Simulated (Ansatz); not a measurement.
LiTaO$_{3}$:
```yaml
crystal:
  lattice:
    - [3.91965, 0.00000, 0.00000]
    - [0.00000, 3.91965, 0.00000]
    - [0.00000, 0.00000, 3.99915]
  atoms:
    - { symbol: Ta, position: [0.50000, 0.50000, 0.40862] }
    - { symbol: Li, position: [0.00000, 0.00000, 0.15064] }
    - { symbol: O, position: [0.50000, 0.50000, 0.86650] }
    - { symbol: O, position: [0.50000, 0.00000, 0.34012] }
    - { symbol: O, position: [0.00000, 0.50000, 0.34012] }
```

Relaxed with PBEsol. Special points in fractions of this cell's reciprocal vectors: Γ (0.000, 0.000, 0.000); X (0.000, 0.500, 0.000); M (0.500, 0.500, 0.000); Z (0.000, 0.000, 0.500); R (0.000, 0.500, 0.500); A (0.500, 0.500, 0.500).

List the band energies nearest the valence-band maximum at these points for PBEsol with spin–orbit coupling (plane waves, PAW; program Ansatz).

In eV from the valence-band maximum; about four levels below and three above (degenerate sets whole), none deeper than 8.9 eV; points with the same levels are listed once.

```json
[
 {"k": "Γ", "below": "-1.22 -1.22 -0.88 -0.88", "above": "2.19 2.19 3.48 3.48"},
 {"k": "X", "below": "-1.27 -1.27 -0.97 -0.97", "above": "3.70 3.70 4.86 4.86"},
 {"k": "M", "below": "-1.31 -1.31 -0.51 -0.51", "above": "5.06 5.06 5.33 5.33"},
 {"k": "Z", "below": "-1.20 -1.20 -0.91 -0.91", "above": "2.27 2.27 5.60 5.60"},
 {"k": "R", "below": "-1.31 -1.31 0.00 0.00", "above": "4.88 4.88 5.79 5.79"},
 {"k": "A", "below": "-0.01 -0.01 0.00 0.00", "above": "5.72 5.72 6.33 6.33"}
]
```

Space group P4mm. The start of the workflow was typed in or built on a structure type; neither database checked (COD, Materials Project) lists it. It is not the phase usual at ambient conditions (space group No. 161). Symmetry was held in the PBEsol relaxation; its stability against distortions is not shown here. The run is not spin-polarised.

Potentials: the earlier of the program's two PAW sets. The files were generated under PBE; for other functionals the program regenerates the frozen cores, and for LDA and PBEsol the local potential too.
